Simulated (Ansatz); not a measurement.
Point defect: C interstitial in Si

All numbers below come from Ansatz 0.2.0, DFT PBE, scalar-relativistic, plane waves, PAW. Run with 420 eV cutoff, 2×2×2 k-mesh, Gaussian smearing of 0.01 eV, collinear spin in charge +1 alone.

Host crystal, relaxed:

```
CELL_PARAMETERS angstrom
0.00000 2.73505 2.73505
2.73505 0.00000 2.73505
2.73505 2.73505 0.00000
ATOMIC_POSITIONS crystal
Si 0.75000 0.75000 0.75000
Si 0.50000 0.50000 0.50000
```

Supercell of 16 atoms, rows in host cell vectors: 0 -2 2; 0 0 2; -2 0 2. Atoms relax at the host's cell from a start displaced at random by 0.06 Å near the defect, so other minima may exist. The cell is small, so energies carry finite-size errors of tenths of an eV. The host's Kohn–Sham gap is 0.61 eV.

Starting moments were lost in some runs.

Defect: C interstitial at (0.000, 0.000, 0.000) of the host cell, charge +1.

Give the relaxed supercell.

```xyz
17
Lattice="0.0000 5.4701 -5.4701 5.4701 5.4701 0.0000 5.4701 0.0000 -5.4701" Properties=species:S:1:pos:R:3 pbc="T T T"
Si    1.3917    1.4078   -1.6185
Si    4.0520    4.0681   -1.6167
Si    1.2331    4.2400   -4.3746
Si    4.1016    6.8431   -4.2245
Si    4.2236    1.2493   -4.3742
Si    6.8287    4.1160   -4.2237
Si    3.8962    3.9114   -6.7174
Si    6.9657    6.9814   -6.7372
Si    5.4578    5.4722   -2.8840
Si    2.7229    2.7389   -3.0413
Si    5.3652    8.2546   -5.6245
Si    2.6919    5.5800   -5.6255
Si    8.2387    5.3809   -5.6240
Si    5.5644    2.7073   -5.6245
Si    8.1744    8.1884   -8.3586
Si    5.4270    5.4426   -7.4603
C    -0.0259   -0.0097    1.7062
```
Around the defect: 1 Si at 1.77 Å, 2 Si at 1.86 Å. The run ended with a moment of 0.00 μB, which may not be the ground spin state.

Cost: 3 runs of about 6.4 core-minutes in all, on Arm Neoverse V1 (shared hosts).